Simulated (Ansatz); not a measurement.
Si (diamond)

```
CELL_PARAMETERS angstrom
      0.00000     2.71682     2.71682
      2.71682     0.00000     2.71682
      2.71682     2.71682     0.00000
ATOMIC_POSITIONS crystal
  Si 0.00000 0.00000 0.00000
  Si 0.25000 0.25000 0.25000
```

In this cell atom 1 (Si, nearest neighbour Si at 2.353 Å; its periodic images, 3.8 Å or more away, move with it) is moved by s along Cartesian x, unit vector (1.000, 0.000, 0.000); all other atoms and the cell stay fixed.

The numbers are results of PBEsol (plane waves to 420 eV, PAW, scalar-relativistic; Ansatz, a first-principles code), not measurements. k mesh 9×9×9 (Γ-centred), Fermi-Dirac smearing 0.05 eV. Energies are smeared free energies. As the smearing reaches across the gap at some points, energies and forces of such displacements shift with the k mesh and the smearing. Si was relaxed with its symmetry unable to fall. The zero of ΔE is the undisplaced structure. The last digit holds for this mesh only.

```
s (Å)   ΔE (meV/cell)
------  -------------
-0.710         2498.0
-0.568         1760.8
-0.426         1066.9
-0.284       withheld
-0.142          131.4
0.000             0.0
0.142           131.4
0.284        withheld
0.426          1066.9
0.568          1760.8
0.710          2498.0
```

Fit an even polynomial form (powers 2, 4, 6) to the given rows and predict ΔE at s = 0.284.

Least squares on the 9 given rows: ΔE = (6480)·s² + (-3434)·s⁴ + (814.3)·s⁶, in meV/cell with s in Å; root-mean-square residual 1.09 meV/cell. At 0.284 the fit gives 500.7 meV/cell; the calculation gives 501.5 meV/cell, so the interpolation is off by -0.8 (-0.2 %). The quadratic term alone would give 522.7 meV/cell.

(A displaced cell: forces are minus the slopes of the energy, force constants its curvatures, and phonons follow from these.)
